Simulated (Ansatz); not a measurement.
Ti3Al in space group P6_3/mmc (No. 194; Ti on 6h, Al on 2c) is relaxed with plane-wave PAW r²SCAN (Ansatz code). What lattice parameters of the conventional cell result?

a = 5.747 Å, c = 4.630 Å.

Give the free coordinates with the occupied sites.

In one choice of origin and axes:

```
atom  site  symmetry       x       y       z
----  ----  --------  ------  ------  ------
Ti      6h       mm2  0.3403  0.1702  0.2500
Al      2c      -6m2  0.3333  0.6667  0.2500
```

Symmetry was held in the r²SCAN relaxation. The run is not spin-polarised. Axis ratios of metals converge slowly with the k-mesh, so a and c are less sure than the volume.

Potentials: the later of the program's two PAW sets.
